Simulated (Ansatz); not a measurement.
PbO:
```yaml
crystal:
  lattice:
    - [4.03435, 0.00000, 0.00000]
    - [0.00000, 4.03435, 0.00000]
    - [0.00000, 0.00000, 4.99524]
  atoms:
    - { symbol: Pb, position: [0.50000, 0.00000, 0.23767] }
    - { symbol: Pb, position: [0.00000, 0.50000, 0.76233] }
    - { symbol: O, position: [0.00000, 0.00000, 0.00000] }
    - { symbol: O, position: [0.50000, 0.50000, 0.00000] }
```

Relaxed with PBE+D3(BJ). Special points in fractions of this cell's reciprocal vectors: Γ (0.000, 0.000, 0.000); X (0.000, 0.500, 0.000); M (0.500, 0.500, 0.000); Z (0.000, 0.000, 0.500); R (0.000, 0.500, 0.500); A (0.500, 0.500, 0.500).

**Question.** List the band energies nearest the valence-band maximum at these points for plane-wave PAW PBE+D3(BJ) with spin–orbit coupling (Ansatz code).

**Answer.** In eV from the valence-band maximum; about four levels below and three above (degenerate sets whole), none deeper than 8.9 eV; points with the same levels are listed once.

```json
[
 {"k": "Γ", "below": "-1.51 -1.51 -0.01 -0.01", "above": "2.21 2.21 4.41 4.41"},
 {"k": "X", "below": "-1.52 -1.52 -1.52 -1.52", "above": "3.31 3.31 3.31 3.31"},
 {"k": "M", "below": "-0.98 -0.98 -0.98 -0.98", "above": "1.23 1.23 1.23 1.23"},
 {"k": "Z", "below": "-1.53 -1.53 -0.79 -0.79", "above": "1.75 1.75 3.59 3.59"},
 {"k": "R", "below": "-0.90 -0.90 -0.90 -0.90", "above": "3.02 3.02 3.02 3.02"},
 {"k": "A", "below": "-0.98 -0.98 -0.98 -0.98", "above": "3.34 3.34 3.34 3.34"}
]
```

Space group P4/nmm. Symmetry was held in the PBE+D3(BJ) relaxation; phonons on a q-mesh show no instability.

Potentials: the later of the program's two PAW sets.
